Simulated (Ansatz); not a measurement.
TaW3:
```
CELL_PARAMETERS angstrom
      4.04225     0.00000     0.00000
      0.00000     4.04225     0.00000
      0.00000     0.00000     4.04225
ATOMIC_POSITIONS crystal
  W  0.00000 0.50000 0.50000
  W  0.50000 0.50000 0.00000
  W  0.50000 0.00000 0.50000
  Ta 0.00000 0.00000 0.00000
```

Relaxed with PBEsol. Special points in fractions of this cell's reciprocal vectors: Γ (0.000, 0.000, 0.000); X (0.000, 0.500, 0.000); M (0.500, 0.500, 0.000); R (0.500, 0.500, 0.500).

Question: List the band energies nearest the Fermi level at these points for PBEsol with spin–orbit coupling in the plane-wave PAW code Ansatz.

Answer: In eV from the Fermi level; about four levels below and three above (degenerate sets whole), none deeper than 8.9 eV; points with the same levels are listed once.

| k | below | above |
|---|---|---|
| Γ | -0.53 -0.53 -0.53 -0.53 -0.05 -0.05 | 2.87 2.87 2.87 2.87 |
| X | -1.66 -1.66 -0.25 -0.25 | 0.10 0.10 1.23 1.23 |
| M | -1.71 -1.71 -1.37 -1.37 | 0.83 0.83 0.84 0.84 |
| R | -0.15 -0.15 -0.15 -0.15 | 0.49 0.49 0.74 0.74 0.74 0.74 |

Space group Pm-3m (Cu3Au type). A made-up cell: these elements were put on the sites of a structure type; neither database checked (COD, Materials Project) lists it. Its standing as an ambient phase is unchecked. Symmetry was held in the PBEsol relaxation. At this level the phase is mechanically unstable. No spin polarisation was allowed.

Potentials: the earlier of the program's two PAW sets. The files were generated under PBE; for other functionals the program regenerates the frozen cores, and for LDA and PBEsol the local potential too.
